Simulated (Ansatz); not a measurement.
Ni (simple cubic, Pm-3m) at seven volumes, DFT-PBE in the program Ansatz with PAW potentials, scaled uniformly. One row is withheld.

```csv
V (Å³/atom),P (GPa)
11.483,?
11.862,10.21
12.240,4.62
12.619,0.00
12.997,-3.67
13.376,-6.63
13.755,-9.22
```

Task: Fit the shown pressures and predict the withheld one.

Result: P = (3/2)B₀(x^(7/2) − x^(5/2))[1 + (3/4)(B′ − 4)(x − 1)] with x = (V₀/V)^(2/3). Least squares on the six rows gives V₀ = 12.623 Å³/atom, B₀ = 137 GPa, B′ = 5.78. At V = 11.483, x = 1.0651 and P = 17.04 GPa. The run itself gave 16.92 GPa.

The cell is a constructed one: a structure type filled with these elements; neither database checked (COD, Materials Project) lists it. It is not the phase usual at ambient conditions (space group No. 225). The PBE relaxation kept the symmetry of its start. At this level the phase is mechanically unstable. Spin order of the final state: ferromagnetic, chosen from 3 collinear starts compared on coarse meshes (ties went to the first, and starts can fall back to one state), not a proven ground state.

Potentials: the later of the program's two PAW sets.
